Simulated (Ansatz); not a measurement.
Starting cell, CsPbBr₃ (cubic perovskite):

```xyz
5
Lattice="5.9372 0.0000 0.0000 0.0000 5.9372 0.0000 0.0000 0.0000 5.9372" Properties=species:S:1:pos:R:3 pbc="T T T"
Cs     0.0000     0.0000     0.0000
Pb     2.9686     2.9686     2.9686
Br     0.0000     2.9686     2.9686
Br     2.9686     2.9686     0.0000
Br     2.9686     0.0000     2.9686
```

In this cell atom 4 (Br, nearest neighbour Pb at 2.969 Å; its periodic images, 5.9 Å or more away, move with it) is moved by s along Cartesian [111], unit vector (0.577, 0.577, 0.577); all other atoms and the cell stay fixed.

Level of theory: r2SCAN (plane waves to 500 eV, PAW, scalar-relativistic; Ansatz, a program for electronic structure). k mesh 5×5×5 (Γ-centred), Fermi-Dirac smearing 0.05 eV. The energy includes the smearing's −TS. Compression counts positive. F∥ is the force on the atom along that direction. F⊥ is the part of the force across the line. CsPbBr3 was relaxed with its symmetry unable to fall. Spin-orbit coupling is left out, though Pb is heavy. This is a high-temperature form of CsPbBr3. ΔE is measured from the undisplaced structure.

```tsv
s (Å)	ΔE (meV/cell)	F∥ (eV/Å)	|F⊥| (eV/Å)	P (GPa)
-0.590	183.9	0.751	0.844	0.75
-0.472	108.4	0.534	0.581	0.47
-0.354	56.4	0.354	0.373	0.25
-0.236	23.4	0.210	0.215	0.09
-0.118	5.6	0.096	0.096	0.00
0.000	0.0	0.000	0.000	-0.03
0.118	5.6	-0.096	0.096	0.00
0.236	23.4	-0.210	0.215	0.09
0.354	56.4	-0.354	0.373	0.25
0.472	108.4	-0.534	0.581	0.47
0.590	183.9	-0.751	0.844	0.75
```

Read from the data:

The energy at s = 0.590 Å is 183.9 meV/cell, the force along the line at s = -0.590 Å is 0.751 eV/Å and the force constant k = d²E/ds² at s = 0 (finite differences) is 0.79 eV/Å². Symmetry of the curve: even: the same for both signs. Shape of the curve: a single well with its minimum at or next to zero displacement. Harmonic estimate at the end of the scan: ½ks² = 138.0 meV/cell against the computed 183.9 meV/cell, so the well is stiffer than harmonic there.

The 11 points together took around 4 core-minutes (rough).

(A displaced cell: forces are minus the slopes of the energy, force constants its curvatures, and phonons follow from these.)
